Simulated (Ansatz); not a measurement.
Ni (fcc, Cu type)

```xyz
1
Lattice="0.0000 1.7592 1.7592 1.7592 0.0000 1.7592 1.7592 1.7592 0.0000" Properties=species:S:1:pos:R:3 pbc="T T T"
Ni     0.0000     0.0000     0.0000
```

E(V) scan at fixed shape, V₀ the volume above. Symmetry pins the atoms to their sites.

Calculation: PBE (plane waves to 420 eV, PAW, scalar-relativistic; Ansatz, a first-principles code). k mesh 23×23×23 (Γ-centred), Fermi-Dirac smearing 0.05 eV. Energies are smeared free energies. Compression counts positive. Ni was relaxed with its symmetry unable to fall. Relaxed Ni ends ferromagnetic. Other magnetic orders were not checked, so this need not be the ground state. The zero of ΔE is the relaxed starting cell.

Question: Give the computed ΔE (eV/atom) and P (GPa) at V/V₀ = 0.900, 0.920, 0.960, 1.020, 1.040, 1.060, 1.080, 1.100.

Answer: 
| V/V₀ | ΔE (eV/atom) | P (GPa) |
|---|---|---|
| 0.900 | 0.083 | 27.1 |
| 0.920 | 0.051 | 20.3 |
| 0.960 | 0.012 | 9.0 |
| 1.020 | 0.003 | -3.7 |
| 1.040 | 0.010 | -7.1 |
| 1.060 | 0.022 | -10.0 |
| 1.080 | 0.037 | -12.6 |
| 1.100 | 0.056 | -14.9 |

(A scan under strain: stresses follow from slopes of the energy per volume, elastic moduli from its curvatures.)
